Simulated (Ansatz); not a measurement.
SrCl2 built on the fluorite prototype, relaxed with r2SCAN, was run in Ansatz 0.2.0 under altered settings. All numbers are computed, without spin polarisation but where a row says otherwise.

```
Sr Cl
1.0
     0.00000    3.49772    3.49772
     3.49772    0.00000    3.49772
     3.49772    3.49772    0.00000
Sr Cl
1 2
Direct
  0.00000 0.00000 0.00000
  0.25000 0.25000 0.25000
  0.75000 0.75000 0.75000
```

The base run's other keys:
```yaml
kpoints:
  mp_grid: { grid: [4, 4, 4] }
hamiltonian:
  xc: r2scan
scf:
  occupations: { method: fixed }
  n_extra_bands: 4
```

It takes 6 iterations with 2109 plane waves at 500 eV and 8 k points, and leaves a mean stress of -0.02 GPa. The gap over this mesh is 5.937 eV.

Outcomes, with energy and stress as changes against the base:
```csv
setting,outcome,ΔF (meV/atom),Δ mean stress (GPa),gap on the mesh (eV),iterations
hamiltonian.dispersion: d3bj,"converged, warned",-106,-0.63,5.937,6
basis.ecutwfc: 900,converged,-1.2,0.00,5.937,6
scf.occupations: cold 0.5,converged,0.0,0.00,5.938,5
scf.mixing.beta: -0.3,refused,–,–,–,–
scf.n_extra_bands: 0,converged,0.0,0.00,5.937,6
scf.mixing.preconditioner: none,converged,0.0,0.00,5.937,6
"kpoints.mp_grid.shift: [0, 0, 0.5]","converged, warned",0.0,0.00,6.307,6
scf.occupations: gaussian 0.05,converged,0.0,0.00,5.937,6
basis.ecutwfc: 200,"converged, warned",+360,-0.12,5.894,6
scf.mixing.preconditioner: kerker,converged,0.0,0.00,5.938,7
basis.ecutwfc: 600,converged,-0.6,0.00,5.937,6
scf.n_bands: 12,refused,–,–,–,–
hamiltonian.xc: b3pw,refused,–,–,–,–
hamiltonian.xc: mr2scan,converged,–,0.00,5.937,6
```
A dash marks a value that wasn't obtained or can't be compared. Stress is positive in compression. Its mean hides that meshes of lower symmetry stress the axes unequally.

- hamiltonian.dispersion: d3bj. The free energy moves by -106 meV an atom, the mean stress by -0.63 GPa and the gap on the mesh by 0.000 eV (to 5.937). A pairwise correction adds to energy, forces and stress and leaves the bands alone. Warned: dispersion damping borrowed.
- basis.ecutwfc: 900. 5209 plane waves in place of 2109. The free energy moves by -1.2 meV an atom, the mean stress by 0.00 GPa and the gap on the mesh by 0.000 eV (to 5.937). The base cutoff was converged to that degree.
- scf.mixing.beta: -0.3. The program doesn't start. Error: invalid value for `scf.mixing.beta`: must be finite and in (0, 1]; got -0.3
- kpoints.mp_grid.shift: [0, 0, 0.5]. The free energy moves by 0.0 meV an atom, the mean stress by 0.00 GPa and the gap on the mesh by +0.369 eV (to 6.307). The mesh breaks the crystal's symmetry, so the stress, and any force that symmetry no longer fixes, lose it too. The gap changes mostly because other points are sampled; a mesh that misses a band edge overestimates it. Warned: symmetry narrowed by mesh.
- basis.ecutwfc: 200. 537 plane waves in place of 2109. The free energy moves by +360 meV an atom, the mean stress by -0.12 GPa and the gap on the mesh by -0.043 eV (to 5.894). The basis is too small: these are errors of the cutoff. Warned: cutoff below recommended.
- scf.n_bands: 12. The program doesn't start. Error: YAML parse error: line 17 column 3: unknown field `n_bands`, expected one of max_iter, algorithm, n_extra_bands, self_checks, convergence, lower_state_search, omitted_lower_state_checks, lower_solution_reach, mixing, occupations, eigensolver, initial_density, exx
- hamiltonian.xc: b3pw. It is rejected at once. Error: YAML parse error: line 13 column 7: hamiltonian.xc: unknown variant `b3pw`, expected one of […]

Within 1 meV an atom, 0.1 GPa and 0.005 eV of the base stay: scf.occupations: cold 0.5; scf.n_extra_bands: 0; scf.mixing.preconditioner: none; scf.occupations: gaussian 0.05; scf.mixing.preconditioner: kerker; basis.ecutwfc: 600.
